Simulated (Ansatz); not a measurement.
HfSiO₄:
Space group I4₁/amd, origin choice 1 (No. 141); a = 6.523 Å, b = 6.523 Å, c = 5.922 Å, α = 90.00°, β = 90.00°, γ = 90.00°

```
atom  site  symmetry       x       y       z
----  ----  --------  ------  ------  ------
Hf      4a      -4m2  0.0000  0.0000  0.0000
Si      4b      -4m2  0.0000  0.0000  0.5000
O      16h       .m.  0.3150  0.0000  0.0681
```
(The calculation used a cell of 12 atoms; values per cell refer to that cell.)

This is the LDA-relaxed structure.

### Question
All from DFT-LDA in the program Ansatz with PAW potentials, unless another level is named. Predict the Born charges (a third of the trace).

### Answer
Hf +5.05, Si +3.57, O -2.15 e.

### Question
What about the electronic dielectric constant ε∞ (DFPT)?

### Answer
3.92 (xx = yy), 4.13 (zz).

### Question
Give the static dielectric constant ε0 (ions relaxed, cell fixed).

### Answer
11.5 (xx = yy), 11.5 (zz).

Space group I4_1/amd. The LDA relaxation kept the symmetry of its start. The run is not spin-polarised. Scalar-relativistic: spin–orbit coupling is off unless named, which matters more the heavier the elements.

Potentials: the later of the program's two PAW sets.
